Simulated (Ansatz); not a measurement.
This Y₂TaN₃ structure is the end of a relaxation. The cell was found from a structure generator's guess, not taken from experiment.

The calculation used Ansatz 0.2.0, DFT PBE, scalar-relativistic, plane waves, PAW. Cutoff 420 eV, Γ-centred mesh, Gaussian smearing, no spin polarisation.

```
CELL_PARAMETERS angstrom
3.31946 0.00000 0.00000
-1.65973 2.87474 0.00000
0.00000 0.00000 8.18312
ATOMIC_POSITIONS crystal
Y 0.33333 0.66667 0.67444
Y 0.66667 0.33333 0.32556
Ta 0.00000 0.00000 0.00000
N 0.00000 0.00000 0.50000
N 0.33333 0.66667 0.14187
N 0.66667 0.33333 0.85813
```

Energies over the elements count from the elements' standard structures at the same level (N₂ as a molecule), with no fitted energy shifts.

Question: Find its symmetry and describe it.

Answer: P-3m1 (No. 164), with Y and Ta ordered on rock salt sites. Conventional cell: a = 3.319 Å, c = 8.183 Å. Y has 6 N at 2.39–2.44 Å and 3 Ta at 3.28 Å; Ta is surrounded by 6 N at 2.24 Å and 6 Y at 3.28 Å; around N on a site of symmetry -3m lie 6 Y at 2.39 Å; N on a site of symmetry 3m has 3 Ta at 2.24 Å and 3 Y at 2.44 Å.

Question: What is its formation energy per atom?

Answer: −1.46 eV/atom. It lies below the elements, which doesn't yet make it stable against other compounds or structures.

Question: Is it a metal?

Answer: Yes, bands cross the Fermi level on the 12×12×6 mesh.

The last run used a 12×12×6 mesh (in the run's order of axes) for its 6-atom cell and Gaussian smearing of 0.10 eV. These runs have no spin–orbit coupling, which can matter for Ta. A later test with randomly moved atoms came back to the same energy, though modes that don't fit the test's cell weren't probed.
